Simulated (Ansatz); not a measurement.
An Ansatz input:

```yaml
crystal:
  lattice:
    - [3.6968602185, 0.0, 0.0]
    - [-1.8484301093, 3.2015748635, 0.0]
    - [0.0, 0.0, 7.250104403]
  atoms:
    - { symbol: Se, position: [1.0, 0.0, 0.0] }
    - { symbol: Se, position: [1.0, 0.0, 0.5] }
    - { symbol: Se, position: [0.3333333333, 0.6666666667, 0.25] }
    - { symbol: Se, position: [0.6666666667, 0.3333333333, 0.75] }
hamiltonian:
  xc: pbesol
  pseudopotentials:
    kind: paw
    azcp:
      Se: "pseudopotentials/Se.paw.azcp"
basis:
  ecutwfc: 420
  fft_grid_basis: typed
kpoints:
  mp_grid: { grid: [13, 13, 6], shift: [0, 0, 0] }
magnetization:
  spin_polarized: false
scf:
  occupations: { method: fermi_dirac, width: 0.1 }
output:
  write_density: true
  write_potential: true
  elf: true
  volumetric_format: npy
```

Output

```
Warning: the record states the generating functional pbe (its physics header spells it `PBE`), which answers neither for hamiltonian.xc's functional nor for the pbesol family's — results may be inconsistent (PPs are generated against a specific XC)
Engine: ansatz 0.2.0, aarch64-unknown-linux-gnu
Pseudopotentials: kind: paw
Pseudopotential: Se, paw, valence charge 16, recommended cutoff 420 eV (normal) 
Functional definition: PBEsol
  exchange = pbesol_x
  correlation = pbesol_c
Crystal: 4 atoms, lattice volume = 85.811 Å³
Basis set: ecut = 420 eV, 1693 PW (Γ)
Bands: 39, of which v1, the nominal top of the filled ones, is band 32 counted from 1 (31 counted from 0)
Symmetry: 24 space group operations
Space group: P63/mmc (ITA 194), of the structure as read, at distance tolerance 4.4e-5 Å
k-points: 84 of 1014
Non-local potential: Se, projectors of the file, l = 0: 2, l = 1: 2, l = 2: 3, l = 3: 1
PAW form: soft (Blöchl's): semilocal exchange-correlation on the pseudo side does not see the compensation charge
PAW frozen core: Se, regenerated for the run's functional, and the local potential with it (the file was generated under x = pbe(κ = 0.804, μ = 0.2195149727645171), c = pbe(β = 0.06672455060314922))
PAW one-centre angular grid: Se, 590 points (default); XC on 64 Gauss nodes
Initial density: superposition of atomic densities (neutral atoms: chi_scale 0, normalization atom), corrected by the library's trained network
Initial wavefunctions: pseudopotential atomic-orbital guess
Functional: x = pbesol(κ = 0.804, μ = 0.12345679012345678), c = pbesol(β = 0.046)
SCF iter   1: F=—  HF=-21695.999660 eV  |F-HF|=—  |Δ(HF+E_count)|=         —  Δρ=2.46e-3  dr2=4.76e-3  ethr=1.77e-3  ⟨swp⟩=6.7  Hψ=12644  notcnv=0  defer=2
SCF iter   2: F=—  HF=-21695.998242 eV  |F-HF|=—  |Δ(HF+E_count)|=   1.42e-3  Δρ=6.13e-4  dr2=2.44e-4  ethr=7.44e-6  ⟨swp⟩=2.0  Hψ=6659  notcnv=0
SCF iter   3: F=—  HF=-21695.997848 eV  |F-HF|=—  |Δ(HF+E_count)|=   3.93e-4  Δρ=4.18e-4  dr2=1.69e-4  ethr=3.81e-7  ⟨swp⟩=2.0  Hψ=5976  notcnv=0
SCF iter   4: F=—  HF=-21695.997863 eV  |F-HF|=—  |Δ(HF+E_count)|=   1.46e-5  Δρ=1.46e-4  dr2=2.52e-5  ethr=2.65e-7  ⟨swp⟩=2.0  Hψ=5942  notcnv=0
SCF iter   5: F=—  HF=-21695.997864 eV  |F-HF|=—  |Δ(HF+E_count)|=   1.11e-6  Δρ=4.27e-5  dr2=1.99e-6  ethr=3.94e-8  ⟨swp⟩=3.0  Hψ=6199  notcnv=0
SCF iter   6: F=—  HF=-21695.997864 eV  |F-HF|=—  |Δ(HF+E_count)|=   3.14e-8  Δρ=1.78e-5  dr2=3.10e-7  ethr=3.11e-9  ⟨swp⟩=2.0  Hψ=5128  notcnv=0
SCF iter   7: F=-21695.997864 eV  HF=-21695.997864 eV  |F-HF|=3.29e-9  |Δ(HF+E_count)|=   2.23e-7  Δρ=4.42e-6  dr2=2.31e-8  ethr=1.56e-10  ⟨swp⟩=4.2  Hψ=9703  notcnv=0
SCF 1 converged in 7 iterations: F = -21695.997864 eV  dr2 = 2.31e-8
SCF converged after 7 iterations
Free energy (F): -21695.997864 eV
Harris-Foulkes:  -21695.997864 eV  (|F-HF|=3.29e-9)
Internal energy: -21695.919617 eV  (E = F + TS)
E sigma→0 (E₀):  -21695.958740 eV
Entropy (-TS):   -0.078247 eV (-19.562 meV/atom)
Fermi energy:    10.454338 eV
--- Per-component energies (eV) ---
  E_band       = -1435.147981
  E_kinetic    = 468.354090
  E_local      = -8755.961448  (includes V_loc(G=0)·N_el)
  E_nonlocal   = -2363.937360
  E_hartree    = 4371.444861
  E_xc         = -411.591935
  E_vxc        = -390.030349  (∫ρ·V_xc dr)
  E_paw        = -7474.933680  (= ΣΔE_a)
  E_vpaw       = 863.546615  (= ΣTr[D̂ρ^β])
  E_aug_tail   = -0.002309  (compensation charges beyond the density's cutoff)
  E_ewald      = -7533.325638
  E_core_change = 4.033802  (= ΣΔE_core)
  E_smearing   = -0.078247  (= −TS)
  E_closure    = -0.000000  (closes the sum)
  Σ components = -21695.997864   (vs F -21695.997864, Δ=0.00e0)
--- Band table (eV; the first three rows and the last of 84) ---
  k-point 0: bands = ["-38.2128", "-38.2123", "-38.1967", "-38.1967", "-38.1945", "-38.1945", "-38.1506", "-38.1506", "-38.1489", "-38.1489", "-38.0793", "-38.0785", "-38.0647", "-38.0647", "-38.0645", "-38.0645", "-38.0345", "-38.0345", "-38.0335", "-38.0335", "-5.9408", "-3.6848", "-3.5661", "0.5420", "5.7938", "7.7095", "7.7095", "8.9884", "9.0369", "9.0369", "9.5137", "9.5475", "9.5475", "11.4700", "11.4700", "13.2750", "14.5438", "17.4221", "17.4221"]
  k-point 1: bands = ["-38.2128", "-38.2124", "-38.1966", "-38.1966", "-38.1947", "-38.1947", "-38.1505", "-38.1505", "-38.1490", "-38.1490", "-38.0792", "-38.0786", "-38.0647", "-38.0647", "-38.0645", "-38.0645", "-38.0344", "-38.0344", "-38.0336", "-38.0336", "-5.8740", "-4.3132", "-2.8450", "0.2981", "5.9859", "7.7590", "7.7590", "8.4556", "8.7966", "8.7966", "9.8139", "9.8139", "10.0788", "11.3616", "11.3616", "13.0206", "14.7961", "17.5808", "17.5808"]
  k-point 2: bands = ["-38.2127", "-38.2124", "-38.1962", "-38.1962", "-38.1951", "-38.1951", "-38.1502", "-38.1502", "-38.1493", "-38.1493", "-38.0791", "-38.0787", "-38.0646", "-38.0646", "-38.0645", "-38.0645", "-38.0343", "-38.0343", "-38.0338", "-38.0338", "-5.6745", "-4.8883", "-2.0019", "-0.3243", "6.4666", "7.7592", "7.9048", "7.9048", "8.4464", "8.4464", "10.2434", "10.2434", "10.8646", "11.0734", "11.0734", "12.4179", "15.4784", "17.4903", "18.0438"]
  k-point 83: bands = ["-38.2120", "-38.2120", "-38.1960", "-38.1960", "-38.1948", "-38.1948", "-38.1489", "-38.1489", "-38.1487", "-38.1487", "-38.0784", "-38.0784", "-38.0660", "-38.0660", "-38.0651", "-38.0651", "-38.0339", "-38.0339", "-38.0337", "-38.0337", "-3.0160", "-3.0160", "-2.5507", "-2.5507", "4.1074", "4.1074", "5.4907", "5.4907", "7.4158", "7.4158", "7.9832", "7.9832", "12.3522", "12.3522", "13.5102", "13.5102", "17.9521", "17.9521", "18.8828"]
```

Command:

```sh
ansatz run input.yaml --threads 2 --pin off --max-ram 5120MiB --backend cpu --events-out ev --progress --plain --runs-dir out
```

On 2 threads of Arm Neoverse N1 (shared host) this took about 13 s of wall time and 26 s of CPU time.
